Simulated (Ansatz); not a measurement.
A relaxed cell of SnO (P4/nmm (No. 129)), relaxed on a k-mesh at least as fine as the one used below. Calculation: r2SCAN (plane waves to 500 eV, PAW, scalar-relativistic; Ansatz, a first-principles code). Γ-centred k-mesh 3×6×5 on the run's cell (coarser than for final values), Fermi–Dirac smearing 0.05 eV.

```
SnO
1.0
    7.61490     0.00000     0.00000
    0.00000     3.80745     0.00000
    0.00000     0.00000     4.94155
Sn O
4 4
Direct
  0.25000   0.00000   0.23222
  0.75000   0.00000   0.23222
  0.00000   0.50000   0.76778
  0.50000   0.50000   0.76778
  0.00000   0.00000   0.00000
  0.50000   0.00000   0.00000
  0.25000   0.50000   0.00000
  0.75000   0.50000   0.00000
```

The atoms are displaced by (Å):

| atom | ux | uy | uz |
|---|---|---|---|
| Sn1 | 0.032 | 0.058 | 0.004 |
| Sn2 | -0.021 | -0.073 | -0.092 |
| Sn3 | 0.050 | -0.122 | -0.034 |
| Sn4 | 0.238 | -0.043 | -0.010 |
| O5 | 0.114 | 0.004 | 0.002 |
| O6 | 0.043 | -0.216 | 0.066 |
| O7 | -0.110 | 0.032 | -0.058 |
| O8 | -0.003 | 0.042 | 0.078 |

What forces (eV/Å) and pressure result?


```json
[
 {"atom": "Sn1", "Fx": "-0.34", "Fy": "-0.30", "Fz": "-0.55"},
 {"atom": "Sn2", "Fx": "1.09", "Fy": "0.75", "Fz": "2.24"},
 {"atom": "Sn3", "Fx": "0.32", "Fy": "0.49", "Fz": "0.00"},
 {"atom": "Sn4", "Fx": "-1.65", "Fy": "-0.11", "Fz": "-0.68"},
 {"atom": "O5", "Fx": "-1.44", "Fy": "-0.21", "Fz": "-0.19"},
 {"atom": "O6", "Fx": "-0.47", "Fy": "1.53", "Fz": "-0.62"},
 {"atom": "O7", "Fx": "1.57", "Fy": "-0.50", "Fz": "0.56"},
 {"atom": "O8", "Fx": "0.93", "Fy": "-1.66", "Fz": "-0.76"}
]
```

Pressure +3.4 GPa.

Estimate the energy cost of the displacement in the harmonic approximation and compare with the calculation.

For a harmonic well ΔE = −½ Σ F·u = 0.825 eV a cell, or 103 meV/atom. The calculated energy relative to the undisplaced cell is +0.10 eV/atom, so the harmonic estimate holds well.

No spin polarisation in the result.

The run that gave the undisplaced cell could not lose the symmetry of its start; a randomly shaken copy of 4 atoms returns to this structure.
